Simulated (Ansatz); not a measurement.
Zr (hcp type) under strong compression

```
Zr
1.0
     3.23147    0.00000    0.00000
    -1.61574    2.79854    0.00000
     0.00000    0.00000    5.17177
Zr
2
Direct
  0.33333 0.66667 0.25000
  0.66667 0.33333 0.75000
```

The cell comes from a relaxation on PAW files under the same functional.

Its volume is scaled, and at each volume shape and atoms are relaxed on PAW files; all methods then take that cell.

Computed with Ansatz 0.2.0; functional PBE, scalar-relativistic. Settings: a Γ-centred 15×15×8 k mesh, Fermi–Dirac smearing of 0.05 eV, no spin polarisation. Methods: LAPW: all electrons, basis error target 1 meV/atom; PAW: frozen-core files, cutoff 420 eV; crystal datasets: all electrons, by PAW datasets that the program makes for each cell; norm-conserving: pseudopotentials, cutoff 898 eV; PAW (core large): files with a larger core, cutoff 420 eV.

Energies are extrapolated to zero smearing and count from the unscaled cell; pressure is positive in compression; gaps take the mesh and a band path. No temperature or zero-point motion is included.

```tsv
V/V0	V (Å³/atom)	P LAPW (GPa)	ΔE LAPW (eV/atom)	P PAW − LAPW (GPa)	ΔE PAW − LAPW (meV/atom)	space group	shortest distance (Å)
1.00	23.39	0.02	0.000	-0.02	0.0	P6_3/mmc	3.189
0.92	21.51	8.88	0.049	-0.03	-0.3	P6_3/mmc	3.112
0.84	19.64	?	?	?	?	?	?
0.76	17.77	38.6	0.562	-0.04	-1.1	P6_3/mmc	2.896
0.68	15.90	63.4	1.145	-0.05	-1.7	P6_3/mmc	2.751
0.60	14.03	103.7	2.101	-0.05	-2.3	P6_3/mmc	2.621
0.52	12.16	170.5	3.666	-0.04	-2.9	P6_3/mmc	2.499
0.45	10.52	271.3	5.871	0.09	-2.8	P6_3/mmc	2.387
```

Task: Fit the Vinet equation to the LAPW pressures shown (residuals weighted by 1/(|P| + 0.03·Pmax)), and predict the pressure of the withheld row.

Result: The fit gives V0 = 23.42 Å³/atom, B0 = 83.9 GPa and B0′ = 3.75. At 19.64 Å³/atom, x = (V/V0)^(1/3) = 0.9431, and P = 3·B0·(1 − x)/x²·exp[1.5·(B0′ − 1)·(1 − x)] = 20.4 GPa. The run itself gave 21.1 GPa (-3.1 % off) and ΔE = 0.220 eV/atom.

Task: At the smallest volume, how far do crystal datasets and norm-conserving and PAW (core large) lie from LAPW in pressure?

Result: crystal datasets: +0.01 GPa; norm-conserving: -0.08 GPa; PAW (core large): +0.09 GPa, on a LAPW pressure of 271.3 GPa.

Task: How do the Löwdin populations by LAPW change from the unscaled cell to the last row?

Result: Zr 4s 1.95 → 1.81, Zr 5s 0.82 → 0.38, Zr 4p 5.98 → 5.74, Zr 4d 3.18 → 4.04 electrons an atom. These are projections on the shells that the free atoms fill; 0.13 e a cell lies outside them at the start and 0.08 e at the end.
